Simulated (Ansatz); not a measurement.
Input:

AlV$_{2}$C:
```cif
data_C2Al2V4
_chemical_formula_sum 'Al2 V4 C2'
_space_group_name_H-M_alt 'P63/mmc'
_space_group_IT_number 194
_space_group_name_Hall '-P 6c 2c'
_cell_length_a 2.87871
_cell_length_b 2.87871
_cell_length_c 13.02097
_cell_angle_alpha 90.000
_cell_angle_beta 90.000
_cell_angle_gamma 120.000
loop_
_atom_site_label
_atom_site_type_symbol
_atom_site_symmetry_multiplicity
_atom_site_Wyckoff_symbol
_atom_site_fract_x
_atom_site_fract_y
_atom_site_fract_z
_atom_site_occupancy
Al1 Al 2 c 0.33333 0.66667 0.25000 1
V1 V 4 f 0.66667 0.33333 0.08511 1
C1 C 2 a 0.00000 0.00000 0.00000 1
```

This is the PBEsol-relaxed structure.

### Question
All from plane-wave PAW PBEsol (Ansatz code), unless another level is named. Estimate the electronic character.

### Answer
metallic (no gap).

### Question
And the density of states at the Fermi level?

### Answer
0.61 states/eV per atom (mean over ±0.08 eV).

### Question
Give the formation energy from the elements (no fitted shifts).

### Answer
-0.57 eV/atom.

Space group P6_3/mmc. The PBEsol relaxation kept the symmetry of its start; of distortions, only those at the zone centre were tested. No spin polarisation was allowed. The references are the lowest solids computed at this level, not always the standard phases.

Potentials: the later of the program's two PAW sets.
